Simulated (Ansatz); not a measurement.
# Pressure against volume in BePt

The structure comes from a generated guess, relaxed at this level; another structure or a mixture of phases may lie lower.

Theory: DFT PBE, scalar-relativistic, plane waves, PAW (Ansatz). Settings of the last relaxation (2-atom cell): 420 eV, 20×20×20 k points, Gaussian smearing of 0.10 eV, no spin polarisation.

```cif
data_structure
_symmetry_space_group_name_H-M 'Fm-3m'
_symmetry_Int_Tables_number 225
_cell_length_a 4.6648
_cell_length_b 4.6648
_cell_length_c 4.6648
_cell_angle_alpha 90.000
_cell_angle_beta 90.000
_cell_angle_gamma 90.000
_cell_volume 101.51
loop_
_atom_site_label
_atom_site_type_symbol
_atom_site_symmetry_multiplicity
_atom_site_Wyckoff_symbol
_atom_site_fract_x
_atom_site_fract_y
_atom_site_fract_z
_atom_site_occupancy
Be1 Be 4 a 0.00000 0.00000 0.00000 1
Pt1 Pt 4 b 0.50000 0.00000 0.00000 1
```

The cell was set to several volumes, with shape and atoms relaxed at each where symmetry leaves them free. Pressure is positive in compression, and energies count from the lowest row. No row has a gap on its mesh.

| row | V (Å³/atom) | P (GPa) | ΔE (meV/atom) |
| --- | --- | --- | --- |
| 1 | 11.166 | 27.01 | 114.1 |
| 2 | 11.547 | ? | ? |
| 3 | 11.927 | 11.27 | 25.3 |
| 4 | 12.308 | 5.17 | 6.0 |
| 5 | 12.688 | 0.00 | 0.0 |
| 6 | 13.069 | -4.38 | 5.4 |
| 7 | 13.450 | -8.10 | 20.3 |
| 8 | 13.957 | -12.18 | 52.7 |

Question: Find B = −V·ΔP/ΔV from rows 4 and 6 and from rows 1 and 3, and from the two its slope B′ and its value B0 at zero pressure.

Answer: Rows 4 and 6 give −(12.308 + 13.069)/2 × (-4.38 − (5.17))/(13.069 − 12.308) = 159.2 GPa at a mean pressure of 0.40 GPa. Rows 1 and 3 give −(11.166 + 11.927)/2 × (11.27 − (27.01))/(11.927 − 11.166) = 238.8 GPa at a mean pressure of 19.14 GPa. So B′ = (238.8 − 159.2)/(19.14 − (0.40)) = 4.25 and B0 = 159.2 − 4.25 × (0.40) = 157.5 GPa. A third-order Birch–Murnaghan fit to all the energies gives B0 = 158.4 GPa and B′ = 4.5.

Question: Estimate the pressure and energy of row 2.

Answer: From row 5, V0 = 12.688 × (1 + (0.00)/157.5) = 12.688 Å³/atom. Murnaghan's form P = (B0/B′)·[(V0/V)^B′ − 1] gives (157.5/4.25) × [(12.688/11.547)^4.25 − 1] = 18.25 GPa; the computed pressure is 18.48 GPa, so the estimate is off by -0.23 GPa. The work of compression from row 3, with the mean of the two pressures, gives ΔE = 25.3 + (18.25 + 11.27)/2 × (11.927 − 11.547)/160.2 × 1000 = 60.3 meV/atom (1 eV/Å³ = 160.2 GPa); the computed value is 60.3 meV/atom.

These runs have no spin–orbit coupling, which can matter for Pt. All volumes keep the k mesh of the relaxed cell. Symmetry constrained the relaxation, so the result can be a saddle point.
